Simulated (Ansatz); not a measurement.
An Ansatz (a quantum-chemistry and plane-wave program) run. Input:

Ansatz 0.2 input:
```yaml
crystal:
  lattice:
    - [7.0440645807, 0.0, 0.0]
    - [-3.5220322904, 6.1003388728, 0.0]
    - [0.0, 0.0, 3.5672730556]
  atoms:
    - { symbol: Zr, position: [0.6014995063, 0.0, 0.5] }
    - { symbol: Zr, position: [0.3985004937, 0.3985004937, 0.5] }
    - { symbol: Zr, position: [0.0, 0.6014995063, 0.5] }
    - { symbol: Co, position: [0.0, 0.0, 0.5] }
    - { symbol: Sn, position: [0.2649892182, 0.0, 0.0] }
    - { symbol: Sn, position: [0.7350107818, 0.7350107818, 0.0] }
    - { symbol: Sn, position: [0.0, 0.2649892182, 0.0] }
    - { symbol: Co, position: [0.3333333333, 0.6666666667, 0.0] }
    - { symbol: Co, position: [0.6666666667, 0.3333333333, 0.0] }
kpoints:
  mp_grid: { grid: [7, 7, 12] }
basis: { xc_grid: 2, fft_grid_basis: typed }
hamiltonian:
  xc: pbesol
  pseudopotentials: { kind: paw }
scf:
  occupations: { method: gaussian, width: 0.1 }
checkpoint: { read: metal.run }
output: { write_density: true, elf: true, volumetric_format: npy }
```

Output (shortened):

```
Pseudopotential: Zr, paw, valence charge 12
Pseudopotential: Co, paw, valence charge 17
Pseudopotential: Sn, paw, valence charge 14
Functional definition: PBEsol
Crystal: 9 atoms, lattice volume = 153.290 Å³
Basis set: ecut = 420 eV, 2993 PW (Γ), exchange–correlation on 96×96×48 points (8 copies of the dense FFT grid, shifted against one another)
Bands: 78, of which v1, the nominal top of the filled ones, is band 65 counted from 1 (64 counted from 0)
Symmetry: 12 space group operations
Space group: P-62m (ITA 189), of the structure as read, at distance tolerance 5.4e-5 Å
k-points: 56 of 588 (time reversal used)
Stability of the state it starts from, as read at its close in the unpolarized treatment …
iter 1 solved again at ethr=2.86e-7 eV; its pass at ethr=3.10e-3 eV (dr2=3.69e-4 eV) is discarded
SCF iter   1: F=—  HF=-45519.126199 eV  |F-HF|=—  |Δ(HF+E_count)|=         —  Δρ=6.89e-7  dr2=4.89e-10  ethr=2.86e-7  ⟨swp⟩=3.2  Hψ=26774  notcnv=0
preconditioner: auto → Kerker (q_TF=auto, 2.651 Å⁻¹)
SCF iter   2: F=—  HF=-45519.126209 eV  |F-HF|=—  |Δ(HF+E_count)|=   9.84e-6  Δρ=5.99e-7  dr2=3.55e-10  ethr=1.00e-12  ⟨swp⟩=7.8  Hψ=18583  notcnv=0
SCF iter   3: F=-45519.126209 eV  HF=-45519.126209 eV  |F-HF|=1.16e-10  |Δ(HF+E_count)|=  2.18e-11  Δρ=3.55e-7  dr2=1.30e-10  ethr=1.00e-12  ⟨swp⟩=1.0  Hψ=8975  notcnv=0
SCF 1 converged in 3 iterations: F = -45519.126209 eV  dr2 = 1.30e-10
SCF converged after 3 iterations
Free energy (F): -45519.126209 eV
Harris-Foulkes:  -45519.126209 eV  (|F-HF|=1.16e-10)
Internal energy: -45519.111221 eV  (E = F + TS)
E sigma→0 (E₀):  -45519.118715 eV
Entropy (-TS):   -0.014988 eV (-1.665 meV/atom)
Fermi energy:    16.466639 eV
--- Per-component energies (eV) ---
  E_band       = -1044.197284
  E_kinetic    = 2947.651869
  E_local      = -14033.359870  (includes V_loc(G=0)·N_el)
  E_nonlocal   = 1527.916049
  E_hartree    = 6400.069486
  E_xc         = -2099.286924
  E_vxc        = -1485.625756  (∫ρ·V_xc dr)
  E_paw        = -25360.747316  (= ΣΔE_a)
  E_vpaw       = -2800.920190  (= ΣTr[D̂ρ^β])
  E_aug_tail   = 0.000226  (compensation charges beyond the density's cutoff)
  E_ewald      = -14903.271680
  E_core_change = 1.916938  (= ΣΔE_core)
  E_smearing   = -0.014988  (= −TS)
  E_closure    = 0.000000  (closes the sum)
  Σ components = -45519.126209   (vs F -45519.126209, Δ=0.00e0)
  [band-id]    e_kinetic+e_local+e_nonlocal+2·e_hartree+e_vxc+e_vpaw+e_augmentation_tail = -1044.198700   (vs E_band -1044.197284, Δ=-1.42e-3)
--- Band table (eV; the first three rows and the last of 56) ---
  k-point 0: bands = ["-77.8556", "-77.7938", "-77.7938", "-41.3206", "-41.3088", "-41.3088", "-41.2496", "-41.2496", "-41.2299", "-41.2299", "-41.2294", "-41.2294", "-32.4633", "-32.4513", "-32.4513", "-10.6406", "-10.6406", "-10.5894", "-10.5810", …
  k-point 1: bands = ["-77.8556", "-77.7938", "-77.7938", "-41.3208", "-41.3088", "-41.3088", "-41.2498", "-41.2497", "-41.2299", "-41.2299", "-41.2294", "-41.2294", "-32.4623", "-32.4505", "-32.4505", "-10.6389", "-10.6389", "-10.5881", "-10.5792", …
  k-point 2: bands = ["-77.8556", "-77.7938", "-77.7938", "-41.3213", "-41.3088", "-41.3088", "-41.2503", "-41.2502", "-41.2298", "-41.2298", "-41.2293", "-41.2293", "-32.4596", "-32.4482", "-32.4482", "-10.6344", "-10.6344", "-10.5844", "-10.5742", …
  k-point 55: bands = ["-77.8556", "-77.7937", "-77.7937", "-41.3233", "-41.3086", "-41.3086", "-41.2522", "-41.2521", "-41.2295", "-41.2294", "-41.2293", "-41.2291", "-32.4446", "-32.4429", "-32.4392", "-10.6993", "-10.6937", "-10.6872", "-10.6084", …
```

Cost: around 60 core-seconds (rough) on shared cores.

The workflow started from an entry of the Crystallography Open Database (COD). Its standing as an ambient phase is unchecked. The PBEsol relaxation kept the symmetry of its start; its stability against distortions is not shown here. The run is not spin-polarised. Scalar-relativistic: spin–orbit coupling is off unless named, which matters more the heavier the elements.

Potentials: the later of the program's two PAW sets.

Ansatz is a plane-wave DFT program.
